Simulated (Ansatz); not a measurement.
Starting cell, SiO$_{2}$ (rutile):

```
SiO2
1.0
    4.18475     0.00000     0.00000
    0.00000     4.18475     0.00000
    0.00000     0.00000     2.66845
Si O
2 4
Cartesian
  2.09238   2.09238   1.33422
  0.00000   0.00000   0.00000
  3.37334   3.37334   1.33422
  1.28096   2.90379   0.00000
  2.90379   1.28096   0.00000
  0.81142   0.81142   1.33422
```

The atoms are displaced by Q × the pattern below (from a DFPT mode at Γ, largest move 1; Q in Å), at fixed cell.

```tsv
atom	x	y	z
Si1	0.000	0.000	0.487
Si2	0.000	0.000	-0.487
O3	0.000	0.000	1.000
O4	0.000	0.000	-1.000
O5	0.000	0.000	-1.000
O6	0.000	0.000	1.000
```

Method: r2SCAN (plane waves to 500 eV, PAW, scalar-relativistic; Ansatz, an electronic-structure program). k mesh 8×8×12 (Γ-centred), Fermi-Dirac smearing 0.05 eV. Energies are smeared free energies. SiO2 was relaxed with its symmetry unable to fall. The PAW data are Ansatz's earlier set. ΔE is measured from the undisplaced structure.

The scan covers Q from -0.180 to 0.180 Å in 13 points.

Is the energy the same for equal positive and negative displacements?

Even: the same for both signs.

Is this a single well or a double well?

A single well with its minimum at or next to zero displacement.

Which space group does the distorted structure have?

P-42_1m (No. 113), lowered from P4_2/mnm.

What is the energy change at Q = 0.180 Å?

2672 meV/cell.

What harmonic wavenumber does the curvature at Q = 0 give?

757 cm⁻¹.

(A displaced cell: forces are minus the slopes of the energy, force constants its curvatures, and phonons follow from these.)
